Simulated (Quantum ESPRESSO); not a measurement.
# Where does Se sit best among O sites?

The results below are calculated, not measured. They come from pw.x of Quantum ESPRESSO 7.5, a plane-wave density functional program, with PseudoDojo standard norm-conserving files (v0.5 for PBE, v0.4.1 for LDA and PBEsol). The cells are made up: elements, strain and atom displacements were drawn at random, and nothing was relaxed. There is no spin polarisation, spin-orbit coupling or dispersion term.

The cell has 8 sites of a zincblende or diamond lattice. Sites 1 to 4 hold Zn Zn Zn Zn; sites 5 to 8 hold X X X X. Cell vectors in Å: (4.793, 0.005, 0.020); (0.005, 4.812, -0.007); (0.020, -0.007, 4.670). Settings: PBE, cutoff 1170 eV, 4 x 4 x 4 k mesh shifted by half a step, Fermi-Dirac smearing of 0.025 eV.

In each run one of the sites marked X holds Se and the others hold O; cell and positions stay the same. E is the free energy of the cell.

| site of the guest | first shell | mean distance (Å) | E above the lowest (eV) | P (GPa) | force on the guest (eV/Å) |
| --- | --- | --- | --- | --- | --- |
| 5 | Zn4 | 2.023 | 1.866 | 22.01 | 5.447 |
| 6 | Zn4 | 2.032 | 1.531 | 21.19 | 3.175 |
| 7 | Zn4 | 2.088 | 0.219 | 17.48 | 1.767 |
| 8 | Zn4 | 2.112 | 0.000 | 16.72 | 4.301 |

A rerun of one of these cells at 1467 eV and k mesh 6 x 6 x 6 moved values by no more than 0.002 eV in the cell's energy, 0.02 GPa in stress and 0.003 eV/Å in force.

## Reading the table

Site 8 is lowest, by 0.219 eV, over three times the rerun's bound. A straight line of energy against the mean distance has a slope of -21.4 ± 2.3 eV/Å, so the guest costs less on the roomier sites. The positions are random and not relaxed, so the differences hold for this frozen cell and are not site preferences of a real crystal.